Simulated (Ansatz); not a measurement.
SiNi$_{2}$:
```cif
data_Ni8Si4
_chemical_formula_sum 'Si4 Ni8'
_space_group_name_H-M_alt 'Pnma'
_space_group_IT_number 62
_space_group_name_Hall '-P 2ac 2n'
_cell_length_a 4.92305
_cell_length_b 3.69584
_cell_length_c 7.00392
_cell_angle_alpha 90.000
_cell_angle_beta 90.000
_cell_angle_gamma 90.000
loop_
_atom_site_label
_atom_site_type_symbol
_atom_site_symmetry_multiplicity
_atom_site_Wyckoff_symbol
_atom_site_fract_x
_atom_site_fract_y
_atom_site_fract_z
_atom_site_occupancy
Si1 Si 4 c 0.20859 0.75000 0.11346 1
Ni1 Ni 4 c 0.45777 0.25000 0.29278 1
Ni2 Ni 4 c 0.17114 0.75000 0.43976 1
```

Relaxed at zero pressure with DFT-PBEsol in the program Ansatz with PAW potentials.

### Question
The volume is lowered by 3 % and shape and atoms relax at that volume. What pressure results, and how do the axes share the change?

### Answer
7.0 GPa; a -1.6 %, b -0.7 %, c -0.8 %; the energy rises by 7 meV/atom.

### Question
Give the new structure.

### Answer

Space group Pnma (No. 62); a = 4.846 Å, b = 3.670 Å, c = 6.949 Å, α = β = γ = 90.00°

```csv
atom,site,symmetry,x,y,z
Si,4c,.m.,0.2049,0.7500,0.1125
Ni,4c,.m.,0.4565,0.2500,0.2905
Ni,4c,.m.,0.1721,0.7500,0.4395
```

The phase is kept; no other phase was compared at this pressure.

Symmetry was held in the PBEsol relaxation; of distortions, only those at the zone centre were tested. No spin polarisation was allowed.

Potentials: the earlier of the program's two PAW sets.
